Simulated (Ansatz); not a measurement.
Mo (bcc, W type)

```
CELL_PARAMETERS angstrom
     -1.58038     1.58038     1.58038
      1.58038    -1.58038     1.58038
      1.58038     1.58038    -1.58038
ATOMIC_POSITIONS crystal
  Mo 0.00000 0.00000 0.00000
```

The volume is varied about the relaxed value V₀ at fixed cell shape. Symmetry pins the atoms to their sites.

Calculation: PBE (plane waves to 420 eV, PAW, scalar-relativistic; Ansatz, a quantum-chemistry and plane-wave program). k mesh 21×21×21 (Γ-centred), Fermi-Dirac smearing 0.05 eV. The energy includes the smearing's −TS. Stress and pressure are positive under compression. Mo is run without spin polarisation. Mo was relaxed with its symmetry unable to fall. The PAW data are Ansatz's earlier set. The zero of ΔE is the relaxed starting cell. The last digit holds for this mesh only.

| V (Å³/atom) | ΔE (meV/atom) |
|---|---|
| 14.841 | 51.2 |
| 15.031 | 32.1 |
| 15.220 | 17.6 |
| 15.410 | 7.7 |
| 15.599 | 1.9 |
| 15.789 | 0.0 |
| 15.978 | 1.8 |
| 16.168 | 7.1 |
| 16.357 | 15.6 |
| 16.547 | 27.1 |
| 16.736 | withheld |

Task: Fit a third-order Birch-Murnaghan form (E₀, V₀, B₀, B₀′ free) to the given rows and predict ΔE at V = 16.736.

Result: Least squares on the 10 given rows: ΔE = E₀ + (9V₀B₀/16)·y²·[2 + (B₀′ − 4)y], y = (V₀/V)^(2/3) − 1, with V₀ = 15.789 Å³/atom, B₀ = 258.9 GPa (160.2 GPa = 1 eV/Å³; the term in eV is multiplied by 1000), B₀′ = 4.26, E₀ = 0.02 meV/atom; root-mean-square residual 0.05 meV/atom. At 16.736 the fit gives 41.5 meV/atom; the calculation gives 41.6 meV/atom, so the extrapolation is off by -0.1 (-0.2 %). For the pressure the fit gives -13.3 GPa against the computed -13.4 GPa.

(Under strain, the slope of the energy per volume gives the stress and its curvature an elastic modulus.)
